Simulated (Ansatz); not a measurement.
ZrO₂ (tetragonal-ZrO2 type, space group P4_2/nmc)

```xyz
6
Lattice="3.6013 0.0000 0.0000 0.0000 3.6013 0.0000 0.0000 0.0000 5.2280" Properties=species:S:1:pos:R:3 pbc="T T T"
Zr     0.0000     0.0000     0.0000
Zr     1.8007     1.8007     2.6140
O      0.0000     1.8007     1.0289
O      0.0000     1.8007     3.6429
O      1.8007     0.0000     1.5852
O      1.8007     0.0000     4.1992
```

The relaxed cell is deformed in two ways at once: its volume V is scaled, and at that volume it is stretched along z (the c axis of the conventional cell) so that c/a changes. Fractional atomic positions are held.

Calculation: r2SCAN (plane waves to 500 eV, PAW, scalar-relativistic; Ansatz, an electronic-structure program). k mesh 9×9×7 (Γ-centred), Fermi-Dirac smearing 0.05 eV. Compression counts positive. As the atoms are clamped, bonds stretch with the cell, which overstates energies and stresses. This is a high-temperature form of ZrO2. ZrO2 is run without spin polarisation. ZrO2 was relaxed with its symmetry unable to fall.

At one point of the scan the stress tensor (GPa) is:

```
   14.9      0.0      0.0
    0.0     14.9      0.0
    0.0      0.0    -21.8
```

Which point is it?
A) V/V₀ = 1.080, (c/a)/(c/a)₀ = 1.120
B) V/V₀ = 0.960, (c/a)/(c/a)₀ = 1.120
C) V/V₀ = 1.000, (c/a)/(c/a)₀ = 1.120
D) V/V₀ = 1.080, (c/a)/(c/a)₀ = 1.060

C, V/V₀ = 1.000, (c/a)/(c/a)₀ = 1.120

(A scan under strain: stresses follow from slopes of the energy per volume, elastic moduli from its curvatures.)
